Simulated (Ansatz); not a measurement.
**W: energy along a strain**

W, Im-3m, a = 3.154 Å. Ansatz: PBEsol, PAW, 420 eV, Γ-centred 26×26×26 mesh on 1 atom, Gaussian smearing 0.15 eV; no spin polarisation. Cell vectors (Å): -1.577 1.577 1.577; 1.577 -1.577 1.577; 1.577 1.577 -1.577. The cell is strained by x per cent times the pattern (0 0 0 1 0 0) in the order xx yy zz yz xz xy (engineering shears), with fractional coordinates held. y is the free energy over the start, V0 = 15.693 Å³/atom. Symmetry makes y even in x.

| x (%) | y (meV/atom) |
| --- | --- |
| -2.00 | 2.98 |
| -1.00 | 0.75 |
| 0.00 | 0.00 |
| 0.25 | ? |
| 0.50 | 0.19 |
| 0.75 | 0.42 |
| 1.25 | 1.17 |
| 1.50 | 1.68 |
| 1.75 | 2.28 |

Q: Fit y = c2 x² + c4 x⁴ to the other rows, get the stiffness along the pattern, and predict the missing energy.

A: Least squares on the rows shown. y = 0.7497 x² − 0.001285 x⁴. The clamped-ion stiffness p·C·p = 2 × 7.497 eV × 160.2 / 15.693 Å³ = 153 GPa, which is C44 in these axes. At x = 0.25 the fit asked for gives 0.05 meV/atom. The run gave 0.05 meV/atom, the same to the digits shown.

Spin–orbit coupling is left out, which can shift energies with elements as heavy as these.

Cost: 9 runs of about 1.7 core-minutes in all, on Intel Xeon 6975P-C (Granite Rapids) (shared hosts).